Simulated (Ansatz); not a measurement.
Here is the system:

Relaxed GaAs (zinc blende):

```xyz
2
Lattice="0.0000 2.8295 2.8295 2.8295 0.0000 2.8295 2.8295 2.8295 0.0000" Properties=species:S:1:pos:R:3 pbc="T T T"
As     4.2443     4.2443     4.2443
Ga     0.0000     0.0000     0.0000
```

Scan: atom 2 (Ga, nearest neighbour As at 2.450 Å; its periodic images, 4.0 Å or more away, move with it) is displaced along Cartesian [110], direction (0.707, 0.707, 0.000) in Cartesian axes, by s. The other atoms stay.

The numbers are results of PBEsol (plane waves to 420 eV, PAW, scalar-relativistic; Ansatz, a quantum-chemistry and plane-wave program), not measurements. k mesh 8×8×8 (Γ-centred), Fermi-Dirac smearing 0.05 eV. E stands for the smeared free energy. GaAs was relaxed with its symmetry unable to fall. ΔE is measured from the undisplaced structure.

The scan covers s from -0.250 to 0.250 Å in 11 points.

### Question
Is the energy the same for equal positive and negative displacements?

### Answer
Even: the same for both signs. With its periodic images moving along, the atom's site symmetry in this cell is -43m.

### Question
What is the force constant k = d²E/ds² of this move at s = 0?

### Answer
9.15 eV/Å².

(For displaced atoms, the force is minus the slope of the energy, and its curvature is a force constant, which sets phonon frequencies.)
